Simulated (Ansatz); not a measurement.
## Trial structures of Ho2As: starts and ends

Method: Ansatz, DFT PBE, scalar-relativistic, plane waves, PAW, and for the lanthanide a 4f-in-core norm-conserving potential. Settings: cutoff 690 eV, Γ-centred meshes spaced at most about 0.3 Å⁻¹, and about 0.25 Å⁻¹ or finer for metals (2π included), Gaussian smearing. No spin polarisation in the final relaxations.

Each guess was relaxed in cell and atoms at zero pressure, within the symmetry of its start. All energies are static (0 K, no zero-point motion). Coordination counts As atoms around Ho (those within 1.25 times the shortest such distance or 1.15 times the sum of covalent radii, 1.27 where that leaves under three; a slash parts the counts of unlike sites).

```csv
guess,made from,start group,V start (Å³/atom),end group,V end (Å³/atom),coordination at the end,gap on mesh (eV),E over the lowest end (meV/atom)
1,Cu2Se type,F-43m,22.6,F-43m,29.0,Ho 4/6,0,963
2,K2Te type,Fm-3m,31.3,Fm-3m (anti-fluorite),25.7,Ho 4,0,0
3,random cell,P4/mmm,24.3,?,?,?,?,?
4,random cell,P6/mmm,24.1,P6/mmm,24.1,Ho 6,0,814
```

Guess 3 as it starts:

```
Ho As
1.0
     4.67810    0.00000    0.00000
     0.00000    4.67810    0.00000
     0.00000    0.00000    3.33508
Ho As
2 1
Direct
  0.50000 0.00000 0.50000
  0.00000 0.50000 0.50000
  0.00000 0.00000 0.00000
```

Question: Predict the end of this guess and its energy over the lowest end.

Answer: It ends in space group P4/mmm (No. 123), with a = 4.650 Å, c = 3.733 Å, 26.9 Å³/atom and no gap; its coordination is Ho 4. It lies 53 meV/atom over the lowest end, above guess 2 and below guess 4. Counting As atoms around Ho, this end and the lowest (guess 2) both have Ho 4.

```cif
data_structure
_symmetry_space_group_name_H-M 'P4/mmm'
_symmetry_Int_Tables_number 123
_cell_length_a 4.6499
_cell_length_b 4.6499
_cell_length_c 3.7327
_cell_angle_alpha 90.000
_cell_angle_beta 90.000
_cell_angle_gamma 90.000
_cell_volume 80.71
loop_
_atom_site_label
_atom_site_type_symbol
_atom_site_symmetry_multiplicity
_atom_site_Wyckoff_symbol
_atom_site_fract_x
_atom_site_fract_y
_atom_site_fract_z
_atom_site_occupancy
Ho1 Ho 2 e 0.50000 0.00000 0.50000 1
As1 As 1 a 0.00000 0.00000 0.00000 1
```

Formation energies are uncorrected and refer to the elements' standard structures at the same level.

Question: Is the lowest end bound against the elements?

Answer: Yes: its formation energy is −0.74 eV/atom. It lies below the elements, which doesn't yet make it stable against other compounds or structures.

In Fm-3m, P4/mmm, P6/mmm, F-43m an odd number of valence electrons (the lanthanide is held trivalent, its 4f shell in the core) allows no gap without spin; another valence of the lanthanide, a larger cell or a magnetic state could open one. The reference form of As is held partly by dispersion forces, which this level lacks. Cells relaxed within their symmetry can be saddle points. A lower structure may well exist outside this small set. Some candidate types were left out of the draw beforehand, so a known form may be missing.

The lanthanide is trivalent by construction, without f bands, f moments or other valences. The reference runs of the other elements, and any phases without the lanthanide, used 420 eV, which shifts energies against them by under 10 meV/atom. The lanthanide's reference is the lowest of its hcp, dhcp and fcc cells.
